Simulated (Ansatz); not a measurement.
Suppose Ta2SiO3 takes space group P-62m (No. 189), with Ta on 2d; Si on 1a; O on 3f.

Theory: DFT PBE, scalar-relativistic, plane waves, PAW (Ansatz). Cutoff 420 eV, Γ-centred mesh, Gaussian smearing, no spin polarisation.

Formation energies are uncorrected and refer to the elements' standard structures at the same level (O₂ as a molecule).

Task: Give the relaxed lattice parameters and positions.

Result:

Space group P-62m (No. 189). a = 5.026 Å, b = 5.026 Å, c = 3.223 Å, α = 90.00°, β = 90.00°, γ = 120.00°
```tsv
atom	site	symmetry	x	y	z
Ta	2d	-6..	0.3333	0.6667	0.5000
Si	1a	-62m	0.0000	0.0000	0.0000
O	3f	m2m	0.5932	0.0000	0.0000
```

Ta is surrounded by 6 O at 2.22 Å and 3 Ta at 2.90 Å; Si has 3 O at 2.04 Å; around O lie 1 Si at 2.04 Å and 4 Ta at 2.22 Å. Another local minimum with the same sites may exist.

Task: Where does its energy lie, and is it a metal?

Result: The formation energy is −1.181 eV/atom and the gap on the 6×6×8 mesh of the 6-atom cell is 0.68 eV.

The last run used Gaussian smearing of 0.02 eV. These runs have no spin–orbit coupling, which can matter for Ta. Kohn–Sham gaps at this level usually fall short of measured ones. A structure relaxed within its symmetry needn't be a true minimum. Another cell of Ta2SiO3 relaxed alike but with spin, in P6/mmm, lies 43 meV/atom lower, so this cell isn't the stable form at this level.
